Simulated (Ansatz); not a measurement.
TiAu4:
```xyz
5
Lattice="-3.2047 3.2047 1.9599 3.2047 -3.2047 1.9599 3.2047 3.2047 -1.9599" Properties=species:S:1:pos:R:3 pbc="T T T"
Ti     0.0000     0.0000     0.0000
Au     3.8806     1.3191     0.0000
Au    -0.6758     1.8857     1.9599
Au     1.3191     2.5289     0.0000
Au     1.8857     0.6758     1.9599
```

Relaxed with LDA. Special points in fractions of this cell's reciprocal vectors: Γ (0.000, 0.000, 0.000); X (0.000, 0.000, 0.500); M (-0.500, 0.500, 0.500); Z (0.344, 0.344, -0.344); Z0 (-0.344, 0.656, 0.344); P (0.250, 0.250, 0.250); N (0.000, 0.500, 0.000).

List the band energies nearest the Fermi level at these points for LDA in the plane-wave PAW code Ansatz.

In eV from the Fermi level; about four levels below and three above (degenerate sets whole), none deeper than 8.9 eV; points with the same levels are listed once.

```json
[
 {"k": "Γ", "below": "-2.93 -2.90 -2.66 -0.52", "above": "0.13 0.55 0.55"},
 {"k": "X", "below": "-3.25 -3.10 -2.85 -0.33", "above": "0.09 0.17 0.37"},
 {"k": "M", "below": "-2.91 -2.91 -2.75 -2.40 -2.40", "above": "0.73 0.90 0.90"},
 {"k": "Z", "below": "-2.29 -2.15 -2.15 -0.72", "above": "0.52 0.90 1.00 1.00"},
 {"k": "P", "below": "-2.61 -2.61 -2.57 -2.01", "above": "0.45 0.70 0.70"},
 {"k": "N", "below": "-3.11 -2.28 -1.89 -1.54", "above": "0.09 0.32 0.57"}
]
```

Space group I4/m. The first step of the workflow began from a Materials Project structure, measured or hypothetical; the Crystallography Open Database copy checked does not list it. With Ti and Au taken as one species the cell has the higher symmetry Fm-3m, so it may be an ordered model of a mixed-site phase. Whether it is the stable phase at ambient conditions was not checked. The cell was relaxed with LDA under the symmetry of its start; whether a distortion lowers the energy is not shown. The run is not spin-polarised. Scalar-relativistic: spin–orbit coupling is off unless named, which matters more the heavier the elements.

Potentials: the later of the program's two PAW sets.
